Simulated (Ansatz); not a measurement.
**Structure optimisation: cobalt, dhcp**

Method: DFT, LDA (PW92), plane waves (420 eV) with PAW, scalar-relativistic (Ansatz). The PAW files were generated under PBE, with cores re-solved for the functional.

k-point mesh 14×14×4, Fermi-Dirac smearing 0.05 eV, starting moments 1.70 ×2, -1.70 ×2 μB. Cell and atoms relax.

Starting structure:

```yaml
crystal:
  lattice:
    - [2.5018845205, 0.0, 0.0]
    - [-1.2509422603, 2.1666955521, 0.0]
    - [0.0, 0.0, 8.1711548441]
  atoms:
    - { symbol: Co, position: [0.0, 0.0, 0.0], spin: 1.7 }
    - { symbol: Co, position: [0.0, 0.0, 0.5], spin: 1.7 }
    - { symbol: Co, position: [0.3333333333, 0.6666666667, 0.25], spin: -1.7 }
    - { symbol: Co, position: [0.6666666667, 0.3333333333, 0.75], spin: -1.7 }
hamiltonian:
  xc: lda
  pseudopotentials:
    kind: paw
    azcp:
      Co: "pseudopotentials/Co.paw.azcp"
basis:
  ecutwfc: 420
  fft_grid_basis: typed
kpoints:
  mp_grid: { grid: [14, 14, 4], shift: [0, 0, 0] }
magnetization:
  spin_polarized: true
scf:
  occupations: { method: fermi_dirac, width: 0.05 }
relax:
  max_steps: 60
  f_tol: 0.01
  cell: {}
```

**Question.** What cell does the relaxation end in?

**Answer.** P6_3/mmc (spin ignored) with a = 2.427 Å, c = 7.865 Å (c/a = 3.241); 10.03 Å³ per atom against 11.07 at the start (-9.5 %).

**Question.** How much energy does the relaxation gain?

**Answer.** 78.1 meV per atom.

**Question.** Which magnetic state does it end in?

**Answer.** ferromagnetic, net 1.53 μB per atom; moments 1.58 ×2, 1.56 ×2 μB.
